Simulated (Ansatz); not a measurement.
**Profile along the Re–Re line in Re (hcp, Mg type)**

Re (hcp, Mg type), conventional cell a = 2.751 Å, b = 2.751 Å, c = 4.441 Å, α = 90.00°, β = 90.00°, γ = 120.00°. The calculation uses the primitive cell of 2 atoms, to which meshes and values per cell refer.

Fields along a shortest Re–Re line of a (1 -1 0 0) plane (2.75 Å), from Re to Re, interpolated on the slice's grid (step about 0.2 Å). Method: PBEsol (plane waves to 420 eV, PAW, scalar-relativistic; Ansatz, an electronic-structure program). k mesh 19×19×11. Near the nuclei the fields are pseudised (PAW); where an atom keeps semicore shells as valence, they peak there. Re is run without spin polarisation. Re was relaxed with its symmetry unable to fall. Spin-orbit coupling is left out, though Re is heavy.

| distance from Re (Å) | valence electron density (e/Å³) | electron localisation function |
|---|---|---|
| 0.00 | 6.42 | x |
| 0.28 | 6.92 | x |
| 0.55 | 4.70 | 0.73 |
| 0.83 | 1.56 | 0.45 |
| 1.10 | 0.57 | 0.28 |
| 1.38 | 0.43 | 0.37 |
| 1.65 | 0.57 | 0.28 |
| 1.93 | 1.56 | 0.45 |
| 2.20 | 4.70 | 0.73 |
| 2.48 | 6.92 | x |
| 2.75 | 6.42 | x |

x: too close to a nucleus for the ELF to mean much.

Density on the Re–Re line (2.75 Å) at its midpoint: 0.43 e/Å³. ELF at that point: 0.4.
